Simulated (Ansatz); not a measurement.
TiAl2O5:
Space group Cmcm (No. 63); a = 3.603 Å, b = 9.361 Å, c = 9.642 Å, α = β = γ = 90.00°

```
atom  site  symmetry       x       y       z
----  ----  --------  ------  ------  ------
Ti      4c       m2m  0.0000  0.3151  0.2500
Al      8f       m..  0.0000  0.6408  0.0562
O       8f       m..  0.0000  0.1877  0.0668
O       8f       m..  0.0000  0.4553  0.1176
O       4c       m2m  0.0000  0.7358  0.2500
```
(The calculation used a cell of 16 atoms; values per cell refer to that cell.)

Relaxed with PBEsol.

Task: Give the optical modes at the zone centre with their infrared activity from DFPT, the program Ansatz at the PBEsol level (PAW).

Result: Transverse frequencies, without the LO–TO term; a row sums one degenerate level.

| ω (cm⁻¹) | degeneracy | IR ((D/Å)²/amu) | activity |
|---|---|---|---|
| 169 | 1 | 1.67 | IR |
| 177 | 1 | 0.00 | IR-inactive |
| 178 | 1 | 0.00 | IR-inactive |
| 183 | 1 | 0.00 | IR-inactive |
| 216 | 1 | 0.00 | IR-inactive |
| 240 | 1 | 0.00 | IR-inactive |
| 254 | 1 | 0.31 | IR |
| 255 | 1 | 6.36 | IR |
| 260 | 1 | 0.00 | IR-inactive |
| 271 | 1 | 70.44 | IR |
| 281 | 1 | 0.00 | IR-inactive |
| 314 | 1 | 0.06 | IR |
| 315 | 1 | 0.00 | IR-inactive |
| 328 | 1 | 0.00 | IR-inactive |
| 337 | 1 | 4.05 | IR |
| 346 | 1 | 0.00 | IR-inactive |
| 351 | 1 | 0.00 | IR-inactive |
| 372 | 1 | 3.90 | IR |
| 388 | 1 | 0.00 | IR-inactive |
| 405 | 1 | 0.00 | IR-inactive |
| 406 | 1 | 0.00 | IR-inactive |
| 415 | 1 | 53.64 | IR |
| 441 | 1 | 13.25 | IR |
| 447 | 1 | 0.00 | IR-inactive |
| 457 | 1 | 0.00 | IR-inactive |
| 460 | 1 | 18.76 | IR |
| 481 | 1 | 5.64 | IR |
| 494 | 1 | 0.00 | IR-inactive |
| 507 | 1 | 46.39 | IR |
| 508 | 1 | 0.00 | IR-inactive |
| 535 | 1 | 3.42 | IR |
| 540 | 1 | 0.00 | IR-inactive |
| 561 | 1 | 0.00 | IR-inactive |
| 565 | 1 | 107.24 | IR |
| 575 | 1 | 0.00 | IR-inactive |
| 599 | 1 | 0.00 | IR-inactive |
| 666 | 1 | 12.15 | IR |
| 671 | 1 | 0.00 | IR-inactive |
| 694 | 1 | 9.97 | IR |
| 704 | 1 | 19.95 | IR |
| 758 | 1 | 0.00 | IR-inactive |
| 768 | 1 | 0.00 | IR-inactive |
| 812 | 1 | 32.01 | IR |
| 861 | 1 | 0.00 | IR-inactive |
| 871 | 1 | 0.00 | IR-inactive |

Task: How high does the top mode go among those that the LO–TO term moves?

Result: 861 cm⁻¹ for q along x, 932 cm⁻¹ for q along y, 840 cm⁻¹ for q along z.

The workflow started from a Materials Project entry (that database holds measured and hypothetical structures alike); the Crystallography Open Database copy checked does not list it. Its standing as an ambient phase is unchecked. The PBEsol relaxation kept the symmetry of its start; whether a distortion lowers the energy is not shown. The run is not spin-polarised.

Potentials: the later of the program's two PAW sets.
